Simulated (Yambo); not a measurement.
Zn$_{3}$PBr$_{3}$ (space group Pm, No. 6), G0W0@PBEsol in Yambo with this input:

```
rim_cut
gw0
dyson
el_el_corr
HF_and_locXC
ppa
em1d
RandQpts= 1000000
RandGvec= 1 Ry
EXXRLvcs= 84 Ry
VXCRLvcs= 336 Ry
Chimod= "HARTREE"
% BndsRnXp
 13 | 209 |
%
NGsBlkXp= 6 Ry
% LongDrXp
 1.0 | 1.0 | 1.0 |
%
PPAPntXp= 27.2114 eV
% GbndRnge
 1 | 209 |
%
GTermKind= "BG"
DysSolver= "n"
ExtendOut
```

On a 2×4×2 mesh, with wavefunctions cut at 84 Ry, the gap (Γ → Γ) is 2.977 eV and the valence edge shifts by -0.771 eV.

What happens with this change: 1×2×1 mesh?

The gap falls by 0.279 eV, to 2.698 eV; the shift of the valence edge becomes -0.570 eV. Neither run is shown to be the converged limit.

Spin-orbit coupling is not included.

Geometry of the Materials Project entry, not relaxed at this level; primitive cell a = 6.5971 Å, b = 4.0066 Å, c = 6.9334 Å, α = γ = 90.00°, β = 90.63°.

The structure is a Materials Project entry; no match was found in the copy of COD used, and its stability was not checked.

A shift is the quasiparticle energy of the state minus its PBEsol energy.
